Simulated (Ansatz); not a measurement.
Input:

Os:
```
CELL_PARAMETERS angstrom
      0.00000     2.77774     2.77774
      2.77774     0.00000     2.77774
      2.77774     2.77774     0.00000
ATOMIC_POSITIONS crystal
  Os 0.25000 0.25000 0.25000
  Os 0.00000 0.00000 0.00000
```

This is the PBE-relaxed structure.

Task: All from the program Ansatz at the PBE level (PAW), unless another level is named. Give the Poisson's ratio.

Result: 0.48.

Task: Predict the elastic constants (relaxed ions, GPa).

Result: C11 = 214, C12 = 201, C44 = 11.6.

Space group Fd-3m (diamond). A made-up cell: these elements were put on the sites of a structure type; neither database checked (COD, Materials Project) lists it. It is not the phase usual at ambient conditions (space group No. 194). The cell was relaxed with PBE under the symmetry of its start; of distortions, only those at the zone centre were tested. No spin polarisation was allowed. As this level gives no gap, shear constants depend on the k-mesh and smearing (Fermi–Dirac, 0.1 eV here). Scalar-relativistic: spin–orbit coupling is off unless named, which matters more the heavier the elements.

Potentials: the later of the program's two PAW sets.
